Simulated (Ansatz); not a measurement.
Lu: field gradients at two levels of theory

Cell: an entry of the Crystallography Open Database (COD), atoms as given.

```yaml
crystal:
  lattice:
    - [3.50990, 0.00000, 0.00000]
    - [-1.75495, 3.03966, 0.00000]
    - [0.00000, 0.00000, 5.56660]
  atoms:
    - { symbol: Lu, position: [0.33333, 0.66667, 0.25000] }
    - { symbol: Lu, position: [0.66667, 0.33333, 0.75000] }
```

Atom numbers follow the list; atoms alike are taken as one site, whose name carries the number of the first.

First run. Computed with Ansatz: DFT, PBE, plane waves and PAW, scalar-relativistic, 420 eV cutoff, Γ-centred 11×11×6 k-points, Fermi–Dirac smearing 0.05 eV.

```
site  atom  V_zz (10²¹ V/m²)     η
  Lu     1              4.96  0.00
```

Second run. The same atoms and settings, except that spin–orbit coupling is included (fully relativistic PAW files).

(1) What does the second run give?

## Answers

(1) 

| site | atom | V_zz | η | change of V_zz |
| --- | --- | --- | --- | --- |
| Lu | 1 | 4.86 | 0.00 | -0.10 |

The largest change of V_zz is on Lu, from 4.96 to 4.86.

The run finds no gap above 0.1 eV (a metal, or nearly one), so the gradients can move by 10 % or more with the k-mesh.
